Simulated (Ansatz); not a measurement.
**AgPt3: pressure against volume, fitted**

```
CELL_PARAMETERS angstrom
3.90000 0.00000 0.00000
0.00000 3.90000 0.00000
0.00000 0.00000 3.90000
ATOMIC_POSITIONS crystal
Ag 0.00000 0.00000 0.00000
Pt 0.00000 0.50000 0.50000
Pt 0.50000 0.00000 0.50000
Pt 0.50000 0.50000 0.00000
```

Atoms are numbered in the order listed.

The cell is COD entry 1509516, as deposited and not checked against the literature; nothing was relaxed. It is an old determination, and later ones may differ.

Spin polarisation is left out, and whether a magnetic state lies lower isn't shown here.

No spin–orbit coupling, which matters for the heavy atoms here.

These are results of DFT, LDA, all-electron LAPW, scalar-relativistic (Ansatz 0.2.0), not measurements.

Numerical set-up: a Γ-centred 9×9×9 k mesh, Fermi–Dirac smearing of 0.08 eV, basis error target 0.5 meV/atom, no spin polarisation.

The cell is scaled evenly. Fractional coordinates are held (clamped ions).

```json
{"V (Å³/atom)": "14.237", "P (GPa)": "14.75"}
{"V (Å³/atom)": "14.533", "P (GPa)": "8.14"}
{"V (Å³/atom)": "14.681", "P (GPa)": "5.14"}
{"V (Å³/atom)": "14.830", "P (GPa)": "2.31"}
{"V (Å³/atom)": "14.978", "P (GPa)": "-0.33"}
{"V (Å³/atom)": "15.126", "P (GPa)": "-2.82"}
{"V (Å³/atom)": "15.423", "P (GPa)": "-7.33"}
{"V (Å³/atom)": "15.720", "P (GPa)": "-11.30"}
```

Fit a third-order Birch–Murnaghan curve to the pressures.

P = (3B0/2)(y^(7/2) − y^(5/2))[1 + (3/4)(B0′ − 4)(y − 1)] with y = (V0/V)^(2/3) fits within 0.01 GPa for V0 = 14.959 Å³/atom, B0 = 260.6 GPa and B0′ = 5.42.

Predict the pressure at the withheld volume, 13.940 Å³/atom.

There y = 1.0482, so the fit gives 22.26 GPa; the run gave 22.24 GPa.
